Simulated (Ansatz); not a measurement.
**KTaSe₃, before and after**

The cell of KTaSe₃ is invented: random cell by space group and Wyckoff sites (P4/mmm, No. 123). The dimensions are guesses.

start:

Space group P4/mmm (No. 123). a = 4.908 Å, b = 4.908 Å, c = 6.426 Å, α = 90.00°, β = 90.00°, γ = 90.00°
| atom | site | symmetry | x | y | z |
| --- | --- | --- | --- | --- | --- |
| K | 1c | 4/mmm | 0.5000 | 0.5000 | 0.0000 |
| Ta | 1a | 4/mmm | 0.0000 | 0.0000 | 0.0000 |
| Se | 2e | mmm. | 0.0000 | 0.5000 | 0.5000 |
| Se | 1d | 4/mmm | 0.5000 | 0.5000 | 0.5000 |

Theory: DFT PBE, scalar-relativistic, plane waves, PAW (Ansatz). Cutoff 420 eV, Gaussian smearing, Γ-centred meshes. Cell and atoms relax first on a coarse mesh and then on a finer one. In between, the cell is made exact in the group found at 0.06 Å. In metals the finer mesh still leaves noise of several meV/atom or more. The steps can't lower the symmetry of their start. Collinear spin is switched on along the way, since trial moments persisted in a coarse test.

end:

Space group P4/mmm (No. 123). a = 5.222 Å, b = 5.222 Å, c = 5.455 Å, α = 90.00°, β = 90.00°, γ = 90.00°
```csv
atom,site,symmetry,x,y,z
K,1c,4/mmm,0.5000,0.5000,0.0000
Ta,1a,4/mmm,0.0000,0.0000,0.0000
Se,2e,mmm.,0.0000,0.5000,0.5000
Se,1d,4/mmm,0.5000,0.5000,0.5000
```

The symmetry stays P4/mmm (No. 123). The volume per atom shrinks by 3.9 %, from 31.0 to 29.8 Å³. The shortest distance goes from 2.45 Å (Se–Se) to 2.61 Å (Se–Se). The ratio c/a of the conventional cell changes by a factor of 0.80. The energy falls by about 0.30 eV/atom (the start's value is from the coarse mesh).

```json
{"Volume per atom": "29.75 Å³", "Density": "5.10 g/cm³", "Formation energy": "+1.07 eV/atom", "Gap on the 8×8×8 mesh of the 5-atom cell": "0 eV (a metal)", "Net moment per atom": "0.68 μB", "Moment by site": "Ta 2.9; Se -0.1 (×2) μB"}
```

Energies over the elements count from the elements' standard structures at the same level, with no fitted energy shifts. The separate elements lie lower, so it is unstable against them.

The last run used collinear spin and Gaussian smearing of 0.10 eV. These runs have no spin–orbit coupling, which can matter for Ta. The reference form of Se is held partly by dispersion forces, which this level lacks. Another magnetic order may lie lower. Symmetry constrained the relaxation, so the result can be a saddle point. In all, the 3 runs took 5.8 min on 1 thread of Intel(R) Xeon(R) Platinum 8488C (Sapphire Rapids) (shared host). Another cell of KTaSe3 relaxed alike but without spin, in Pm-3m, lies 1.84 eV/atom lower, so this cell isn't the stable form at this level. Site moments count only spheres around the atoms; the net moment includes the space between them.
